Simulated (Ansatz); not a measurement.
## Relaxing a structure of Si2Mo

The start is a generated trial cell of Si2Mo in the AFLOW prototype AB2_cP12_205_a_c (C2, as in FeS2). The structure is fully relaxed (lattice and positions, P = 0) with PBE (plane waves to 420 eV, PAW, scalar-relativistic; Ansatz, a first-principles code). The first steps use a coarse 4×4×4 k-mesh.

The start:
```
Si2Mo
1.0
    5.51511     0.00000     0.00000
    0.00000     5.51511     0.00000
    0.00000     0.00000     5.51511
Mo Si
4 8
Direct
  0.00000   0.00000   0.00000
  0.50000   0.50000   0.00000
  0.00000   0.50000   0.50000
  0.50000   0.00000   0.50000
  0.38510   0.38510   0.38510
  0.88510   0.11490   0.61490
  0.61490   0.88510   0.11490
  0.11490   0.61490   0.88510
  0.61490   0.61490   0.61490
  0.11490   0.88510   0.38510
  0.38510   0.11490   0.88510
  0.88510   0.38510   0.11490
```

**Question.** How large is the pressure on the unrelaxed cell, and of which sign?

**Answer.** +49 GPa (positive: the cell is compressed).

**Question.** Which atoms feel the largest initial force, and how large is it?

**Answer.** About 1.1 eV/Å, on Si5, Si6, Si7, Si8, Si9, Si10, Si11, Si12 (atoms numbered as listed).

**Question.** How much energy is released per atom?

**Answer.** 0.55 eV/atom.

**Question.** How does the volume change?

**Answer.** +30.5 %, from 13.98 to 18.25 Å³/atom.

**Question.** How do the shortest distances between atoms change?

**Answer.** The closest pairs of elements (up to four, under 3.6 Å), start → end: Si–Si 2.20 → 2.56 Å; Mo–Si 2.31 → 2.50 Å.

**Question.** Write out the relaxed structure.

**Answer.** 
```cif
data_Mo4Si8
_chemical_formula_sum 'Mo4 Si8'
_space_group_name_H-M_alt 'Pa-3'
_space_group_IT_number 205
_space_group_name_Hall '-P 2ac 2ab 3'
_cell_length_a 6.02748
_cell_length_b 6.02748
_cell_length_c 6.02748
_cell_angle_alpha 90.000
_cell_angle_beta 90.000
_cell_angle_gamma 90.000
loop_
_atom_site_label
_atom_site_type_symbol
_atom_site_symmetry_multiplicity
_atom_site_Wyckoff_symbol
_atom_site_fract_x
_atom_site_fract_y
_atom_site_fract_z
_atom_site_occupancy
Mo1 Mo 4 a 0.00000 0.00000 0.00000 1
Si1 Si 8 c 0.37716 0.37716 0.37716 1
```

The space group stays Pa-3 (No. 205) (the run could not lower it); the end is AFLOW prototype AB2_cP12_205_a_c (C2, as in FeS2), with 12 atoms in the primitive cell. Final values are on a 6×6×6 k-mesh of the relaxed cell. No spin polarisation in the result. A magnetic state may lie lower.

The run could not lose the symmetry of its start, so the end can be a saddle point.

The relaxed structure here is a generated cell of Si2Mo: the first start was made by placing the elements on the sites of a structure type, and the end was not matched to a known phase here, so it may be hypothetical. Known forms of Si2Mo include space group No. 139.
